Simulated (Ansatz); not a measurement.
CoLi$_{5}$Nb$_{5}$O$_{18}$Ti:
```xyz
30
Lattice="5.1696 0.0000 0.0000 -2.5848 4.4770 0.0000 0.0000 0.0000 13.9905" Properties=species:S:1:pos:R:3 pbc="T T T"
Co     0.0000     0.0000     2.9188
Li     2.5848     1.4923     0.6247
Li     2.5848     1.4923     7.8165
Li     0.0000     2.9847     5.4547
Li     0.0000     2.9847    12.4464
Li     0.0000     0.0000    10.1287
Nb     0.0000     2.9847     2.2969
Nb     2.5848     1.4923     4.7372
Nb     0.0000     0.0000     7.0509
Nb     0.0000     2.9847     9.3754
Nb     2.5848     1.4923    11.7031
O     -1.6719     3.1937     1.4711
O      1.0170     4.3281     1.4711
O     -0.9193     1.6451     3.7799
O      0.6549     1.4322     1.4711
O     -0.7005     4.4506     3.7799
O      1.6197     2.8584     3.7799
O      3.5215     0.2055     6.0977
O      1.0020     1.3245     6.0977
O      1.6452     3.1943     8.4210
O      3.2308     2.9470     6.0977
O     -0.6411     1.4551     8.4210
O     -1.0041     4.3047     8.4210
O      0.9417     1.7028    10.7448
O     -1.5809     2.8101    10.7448
O      1.6360     0.2144    13.0801
O      0.6393     4.4411    10.7448
O      1.9525     2.9530    13.0801
O      4.1659     1.3096    13.0801
Ti     0.0000     0.0000    13.8652
```
Starting moments (μB, in the order of the atoms Co Li Li Li Li Li Nb Nb Nb Nb Nb O O O O O O O O O O O O O O O O O O Ti): 2.5 0.0 0.0 0.0 0.0 0.0 0.0 0.1 0.0 0.0 0.0 0.1 0.1 0.1 0.1 0.1 0.1 0.0 0.0 0.0 0.0 0.0 0.0 0.0 0.0 0.0 0.0 0.0 0.0 0.0.

Relaxed with PBE. Independent-particle spectrum: no excitons, no local fields, no scissors shift; 0.1 eV broadening; ε₁ of the summed bands alone.

Question: Tabulate the dielectric function from the program Ansatz at the PBE level (PAW).

Answer: 

```tsv
E (eV)	ε₁ xx	ε₂ xx	ε₁ zz	ε₂ zz
0.0	6.49	0.00	5.75	0.00
0.3	6.56	0.00	5.76	0.00
0.6	6.88	0.48	5.83	0.01
0.9	6.31	0.03	5.92	0.00
1.2	6.79	0.00	6.10	0.00
1.5	7.16	0.89	6.35	0.23
1.8	6.90	0.21	6.61	0.21
2.1	7.75	0.34	6.92	0.33
2.4	7.68	1.71	7.05	1.16
2.7	7.41	1.30	7.21	1.30
3.0	8.16	1.31	7.24	1.24
3.3	9.50	1.46	8.37	1.02
3.6	11.38	3.30	10.53	2.61
3.9	10.85	7.56	10.54	6.32
4.2	7.67	9.11	6.38	9.54
4.5	6.12	8.99	4.86	7.28
4.8	4.05	9.78	4.18	7.61
5.1	1.82	9.02	2.38	8.12
5.4	0.38	7.79	0.35	6.57
5.7	-0.53	6.03	0.21	4.96
6.0	-0.20	4.32	0.27	3.59
6.3	0.35	3.33	1.03	2.83
6.6	1.06	2.82	1.93	2.64
6.9	1.53	3.04	2.01	2.85
7.2	2.16	2.94	2.52	2.86
7.5	2.19	3.35	2.59	3.48
7.8	2.71	3.66	2.53	3.67
8.1	2.46	4.35	2.73	4.14
8.4	1.90	4.99	1.77	5.06
8.7	0.55	5.12	0.72	4.82
9.0	0.06	4.25	0.11	4.18
9.3	-0.12	3.64	-0.25	3.62
9.6	-0.06	3.39	-0.05	3.08
9.9	0.00	3.14	-0.15	2.97
10.2	-0.06	2.94	-0.18	2.40
10.5	-0.09	2.79	0.08	2.15
10.8	-0.10	2.52	0.41	2.03
11.1	0.03	2.21	0.46	2.19
11.4	0.20	2.30	0.35	2.12
11.7	0.13	2.33	0.41	2.11
12.0	-0.05	2.18	0.26	2.01
```

Question: From ε at 2.5 eV (xx: 7.51 + 1.58i), find n, k, the normal reflectivity and the absorption coefficient.

Answer: n = 2.76, k = 0.287, R = 22 %, α = 2kE/ħc = 73000 cm⁻¹.

With all bands, ε∞ without local fields is 6.69 (xx = yy), 5.95 (zz).

Space group P3. The start of the workflow was typed in or built on a structure type; neither database checked (COD, Materials Project) lists it. Whether it is the stable phase at ambient conditions was not checked. The PBE relaxation kept the symmetry of its start; its stability against distortions is not shown here. Spin order of the final state: ferromagnetic, the only order run, not a proven ground state. No Hubbard U is applied. Spin–orbit coupling is left out wherever it is not named.

Potentials: the later of the program's two PAW sets.
